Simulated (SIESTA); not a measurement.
**CsLiCr2Te2S3 and the effect of spin-orbit coupling**

```yaml
crystal:
  lattice:
    - [3.31929, 1.91639, 6.87982]
    - [-3.31929, 1.91639, 6.87982]
    - [0.00000, -3.83279, 6.87982]
  atoms:
    - { symbol: Cs, position: [0.00000, 0.00000, 0.00000] }
    - { symbol: Li, position: [0.50000, 0.50000, 0.50000] }
    - { symbol: Cr, position: [0.79848, 0.79848, 0.79848] }
    - { symbol: Cr, position: [0.20152, 0.20152, 0.20152] }
    - { symbol: Te, position: [0.67990, 0.67990, 0.67990] }
    - { symbol: Te, position: [0.32010, 0.32010, 0.32010] }
    - { symbol: S, position: [0.13626, 0.86374, 0.50000] }
    - { symbol: S, position: [0.50000, 0.13626, 0.86374] }
    - { symbol: S, position: [0.86374, 0.50000, 0.13626] }
```

The cell comes from a database or a generator and needn't be the stable form of this composition.

Kept alike: task band structure; functional PBE; k mesh 5 × 5 × 5; occupations fermi-dirac, width 0.05 eV. Program: SIESTA, potentials by row: files PseudoDojo sr-pbe-0.4.1-standard, DZP (energy shift 0.003 Ry; two zetas on semicore shells; d shell added on Cs) (off); files PseudoDojo fr-pbe-0.4-standard, DZP (energy shift 0.003 Ry; two zetas on semicore shells; d shell added on Cs) (on). The mesh is that of the run's cell of 9 atoms.

```csv
spin-orbit coupling,moment of the cell (μB)
off,4.00
on,4.09
```

For a metal such a mesh leaves the last digits unconverged. The runs hold the magnetic state that their start led to, which needn't be the lowest.

What does spin-orbit coupling change here?

The moment of the cell runs from 4.00 (off) to 4.09 μB (on).
